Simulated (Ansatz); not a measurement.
ZrC (Fm-3m): energy against the cell's spin moment

```
Zr C
1.0
     0.00000    2.36500    2.36500
     2.36500    0.00000    2.36500
     2.36500    2.36500    0.00000
Zr C
1 1
Direct
  0.50000 0.50000 0.50000
  0.00000 0.00000 0.00000
```

The geometry is a structure as deposited in COD (the entry's cell lengths or inner coordinates differ somewhat from later room-temperature determinations), held fixed and not relaxed.

Common settings: PBE, 12×12×12 k mesh, Fermi–Dirac smearing of 0.05 eV. PAW means Ansatz 0.2.0 on its default frozen-core files; LAPW is all-electron LAPW in Ansatz 0.2.0. Site moments are integrated in spheres about the atoms, whose radii differ between the methods. Start moments of the first PAW run (μB): Zr1 1.

The total moment M of the cell is held by giving each spin its own Fermi level. Half their difference over μB is the field that would hold M, so μB·B = dF/dM. Energies count from each method's free run. The held moment starts spread evenly over Zr1.

The free PAW run: The moments died out: the run ends unmagnetised.

| M (μB/cell) | ΔF PAW (meV/cell) | ΔF LAPW (meV/cell) | B, PAW (T) | largest site moment, PAW (μB) | pressure, PAW (GPa) |
| --- | --- | --- | --- | --- | --- |
| 0.00 | 0.0 | 0.0 | – | 0.00 | -2.9 |
| 0.20 | +54.4 | – | ? | 0.12 | -2.8 |
| 0.40 | +196.8 | +196.7 | +15463 | 0.21 | -2.2 |
| 0.60 | +397.0 | – | +19944 | 0.29 | -1.3 |
| 0.90 | +795.6 | +795.3 | +25080 | 0.39 | 0.7 |
| 1.20 | +1270.1 | – | +30045 | 0.48 | 3.2 |
| 1.60 | +2022.0 | +2021.2 | ? | 0.61 | 7.5 |

Question: What belongs in the row "1.60", column "B, PAW (T)"?

Answer: +34250.

Question: Fill in "B, PAW (T)" for the row "0.20".

Answer: +8844.

Question: Check μB·B = dF/dM between M = 0.40 and 0.60 μB with the PAW numbers.

Answer: ΔF/ΔM = +200.1 meV / 0.20 = +1000.7 meV per μB, which is +17288 T with μB = 0.05788 meV/T. The mean of the two holding fields is +17703 T. The slope equals the mean of B over the step, so the two agree where B(M) is nearly straight between its ends, and here they lie within a tenth of each other.

Separate runs put a uniform field on the spins (g = 2):

| field (T) | M PAW (μB/cell) | M LAPW (μB/cell) |
| --- | --- | --- |
| 300 | 0.007 | 0.007 |
| 600 | 0.013 | 0.013 |

The Ansatz runs typed with the search for lower states off end where their start leads. These are results for the start and cell typed. The real compound can order otherwise, in a larger cell, or not at all, since semilocal functionals at zero temperature often overstate magnetism.
